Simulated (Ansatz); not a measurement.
The numbers come from plane-wave PAW DFT (Ansatz): PBE, no spin polarisation, 420 eV, 7×7×5 Γ-centred k points, fermi-dirac occupations (width 0.0257 eV). Nothing was relaxed.

Computed maps in the lattice plane spanned by a (left to right, 4.61 Å, 14 points from zero) and b (bottom to top, 4.61 Å, 14 points from zero), 90° apart, at height 0.000 along c. The fields are smooth PAW ones with compensation charges, not the true ones near nuclei.

Valence density. Digits on a logarithmic scale: 0 up to 0.03 e/Å³, each further digit a factor of 1.6, 9 from 1.3 e/Å³ up:
```
45788754334433
57999975333333
68977986433334
68977986433334
57999975333333
45788754334433
34566543456654
43344334578875
53333335799997
64333346897798
64333346897798
53333335799997
43344334578875
34566543456654
```

ELF. Ten even steps from '0' (0.05) to '9' (0.86):
```
17999971000000
59999995000000
69944996001100
69944996001100
59999995000000
17999971000000
01566510156651
10000001799997
50000005999999
60011006994499
60011006994499
50000005999999
10000001799997
01566510156651
```

**Question.** The cell is BaPCl. Which atoms lie within 0.2 Å of this plane, and where (fractions of a and b)?

**Answer.** Cl at (0.75, 0.25), Cl at (0.25, 0.75). The whole cell:
```xyz
6
Lattice="4.6076 0.0000 0.0000 0.0000 4.6076 0.0000 0.0000 0.0000 7.6055" Properties=species:S:1:pos:R:3 pbc="T T T"
Ba    1.1519    1.1519    1.4534
Ba    3.4557    3.4557    6.1521
P     1.1519    1.1519    4.9413
P     3.4557    3.4557    2.6642
Cl    3.4557    1.1519    0.0000
Cl    1.1519    3.4557    0.0000
```

Origin: a known structure type with other elements, at an estimated volume, so it need not be a known compound. Caveats: many states at the Fermi level without spin polarisation, so a magnetic state may lie lower; atoms or cell far from equilibrium.
